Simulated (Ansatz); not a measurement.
Geometry optimisation in Ansatz: input, command and trajectory.

```yaml
crystal:
  lattice:
    - [3.5358065663, 0.0, 0.0]
    - [-1.7679032831, 3.0620983093, 0.0]
    - [0.0, 0.0, 4.572272586]
  atoms:
    - { symbol: Pt, position: [0.0, 0.0, 0.0] }
    - { symbol: S, position: [0.3333333333, 0.6666666667, 0.2581445226] }
    - { symbol: S, position: [0.6666666667, 0.3333333333, 0.7418554774] }
basis:
  ecutwfc: 420
kpoints:
  mp_grid: { grid: [12, 12, 8] }
hamiltonian:
  xc: pbesol
scf:
  occupations: { method: gaussian, width: 0.02 }
output:
  forces: true
  stress: true
  eigenvalues: true
relax:
  adjacent_minimum: "off"
  f_tol: 0.01
  max_steps: 30
  cell: { stress_tol: 0.1, fix: [volume] }
```

```bash
ansatz run input.yaml --threads 1 --pin off --max-ram 2560MiB --backend cpu --events-out ev --progress --plain --runs-dir out
```

Computed with DFT PBEsol, scalar-relativistic, plane waves, PAW (Ansatz 0.2.0).

The volume is held at 0.94 times that of the relaxed cell.

Of 4 frames 3 are shown, positions in Å and forces in eV/Å; the SCF threshold varies from step to step. Steps run on the plane waves of an earlier cell, with a Pulay correction in the pressure. The basis is chosen afresh for the last frame, the zero of the energies, and at times for earlier ones too; energy and pressure step there, also at an unchanged geometry.

```xyz
3
Lattice="3.5358 0.0000 0.0000 -1.7679 3.0621 0.0000 0.0000 0.0000 4.5723" Properties=species:S:1:pos:R:3:forces:R:3 pbc="T T T" step=1 free_energy_over_end_meV_per_atom=6.35 pressure_GPa=6.20
Pt    0.0000    0.0000    0.0000    0.0000    0.0000    0.0000
S     0.0000    2.0414    1.1803    0.0000    0.0000    0.4117
S     1.7679    1.0207    3.3920    0.0000    0.0000   -0.4117
3
Lattice="3.5607 0.0000 0.0000 -1.7804 3.0837 0.0000 0.0000 0.0000 4.5085" Properties=species:S:1:pos:R:3:forces:R:3 pbc="T T T" step=2 free_energy_over_end_meV_per_atom=0.09 pressure_GPa=2.57
Pt    0.0000    0.0000    0.0000    0.0000    0.0000    0.0000
S     0.0000    2.0558    1.1955    0.0000    0.0000   -0.0026
S     1.7804    1.0279    3.3129    0.0000    0.0000    0.0026
3
Lattice="3.5681 0.0000 0.0000 -1.7840 3.0901 0.0000 0.0000 0.0000 4.4899" Properties=species:S:1:pos:R:3:forces:R:3 pbc="T T T" step=4 free_energy_over_end_meV_per_atom=0.00 pressure_GPa=2.30
Pt    0.0000    0.0000    0.0000    0.0000    0.0000    0.0000
S     0.0000    2.0600    1.1905    0.0000    0.0000    0.0054
S     1.7840    1.0300    3.2994    0.0000    0.0000   -0.0054
```

It took 26 s on 1 thread of Intel(R) Xeon(R) Platinum 8488C (Sapphire Rapids), on a shared host, peak memory 0.44 GiB.

Spin–orbit coupling is left out, which can shift energies with elements as heavy as these. The cell holds layers, and where no dispersion correction was added their binding is poorly described. The smearing is narrow for a metal on this mesh.